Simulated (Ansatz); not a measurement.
## Ti$_{2}$AlC: do energies and stresses tell the same story?

Method: Ansatz 0.2.0, DFT PBEsol, scalar-relativistic, plane waves, PAW.

Settings: cutoff 420 eV, Γ-centred mesh 12×12×4 on the computed 8-atom cell, Gaussian smearing of 0.10 eV; no spin polarisation.

Relaxed cell: P6_3/mmc, a = 3.038 Å, b = 3.038 Å, c = 13.637 Å, α = 90.00°, β = 90.00°, γ = 120.00°, 8 atoms in the primitive cell. Whether it is the stable form of this composition wasn't checked.

Energies at zero smearing and pressures from the stress tensor, at volumes with shape and atoms relaxed:
```csv
V (Å³/atom),E − E(first) (meV/atom),P (GPa)
11.989,0.00,24.20
12.398,-51.97,16.67
12.806,-86.16,10.23
13.215,-105.11,4.71
13.624,-111.00,-0.02
14.032,-105.73,-4.05
14.441,-90.93,-7.48
14.986,-58.81,-11.26
```

Problem. Check P = −dE/dV between neighbouring volumes, and get the bulk modulus from the pressures alone.

Solution. With 1 eV/Å³ = 160.2 GPa:
```csv
middle V (Å³/atom),−ΔE/ΔV (GPa),mean P (GPa)
12.193,20.373,20.439
12.602,13.402,13.450
13.011,7.427,7.467
13.419,2.309,2.347
13.828,-2.065,-2.033
14.237,-5.800,-5.766
14.714,-9.443,-9.369
```

The two differ by 0.07 GPa at most. The mean of two end pressures misses the average over a step by about ΔV² P″/12, up to 0.10 GPa here; with that taken off 0.04 GPa remains. The stress is the derivative of the free energy, not of the energy at zero smearing, and with free energies 0.01 GPa remains. Around V = 13.624 Å³/atom, the two neighbours give B = −V ΔP/ΔV = 13.624 × 8.76 / 0.817 = 146.0 GPa, against B0 = 145.1 GPa from the Birch–Murnaghan fit of the energies.